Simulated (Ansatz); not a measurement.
TiSiB:
```yaml
crystal:
  lattice:
    - [1.64898, -6.59986, 0.00000]
    - [1.64898, 6.59986, 0.00000]
    - [0.00000, 0.00000, 3.05501]
  atoms:
    - { symbol: Si, position: [0.70186, 0.29814, 0.25000] }
    - { symbol: Si, position: [0.29814, 0.70186, 0.75000] }
    - { symbol: B, position: [0.46843, 0.53157, 0.75000] }
    - { symbol: B, position: [0.53157, 0.46843, 0.25000] }
    - { symbol: Ti, position: [0.09390, 0.90610, 0.75000] }
    - { symbol: Ti, position: [0.90610, 0.09390, 0.25000] }
```

Relaxed with r²SCAN.

Q: Map the valence electron density (e/Å³), cut off at 0.7 on the plane through (0.702, 0.298, 0.250) spanned by u = [0, 0, 1] and v = [1, -1, 0] in lattice vectors, from r²SCAN in the plane-wave PAW code Ansatz.

A: x is the fraction of u, y of v (the angle between them is 90°; rows are the nearest grid lines); atoms in the plane: Si at (0.00, 0.00), Si at (0.50, 0.60), B at (0.50, 0.77), B at (0.00, 0.83), Ti at (0.50, 0.39), Ti at (0.00, 0.20).
```
|  .-==-:::-==-.  |
|++++=--:::--=++++|
|**+=--:::::--=+**|
|%%#*+--:::--+*#%%|
|-+@@@@%###%@@@@+-|
|#%%@@@@*-*@@@@%%#|
|==+*#@@#+#@@#*+==|
|:::--=+***+=--:::|
|::--=+++++++=--::|
|::-==-.   .-==-::|
|::-===:...:===-::|
|.:::-=+++++=-:::.|
|:::::---=---:::::|
|:::=@@@@@@@@@=:::|
|::-+@@@@@@@@@+-::|
|:::-*@@@@@@@*-:::|
|:::::::::::::::::|
|@@@@+-:::::-+@@@@|
|@@@@@+-:::-+@@@@@|
|@@@@@=:::::=@@@@@|
|==--:::::::::--==|
|++==-:::::::-==++|
|++++=-::.::-=++++|
|  .-==-:::-==-.  |
```
Scale: ten equal steps from 0.036 (start of ' ') to 0.700 (end of '@'), in the order ' .:-=+*#%@'; x runs from 0.000 to 1.00, y from 0.000 (bottom) to 1.00 (top).

The density is the valence pseudo-density with augmentation charge, so density and ELF within about 1 Å of a nucleus are not all-electron values.

Space group Cmcm. The start of the workflow was typed in or built on a structure type; neither database checked (COD, Materials Project) lists it. Whether it is the stable phase at ambient conditions was not checked. The r²SCAN relaxation kept the symmetry of its start; its stability against distortions is not shown here. No spin polarisation was allowed.

Potentials: the later of the program's two PAW sets.
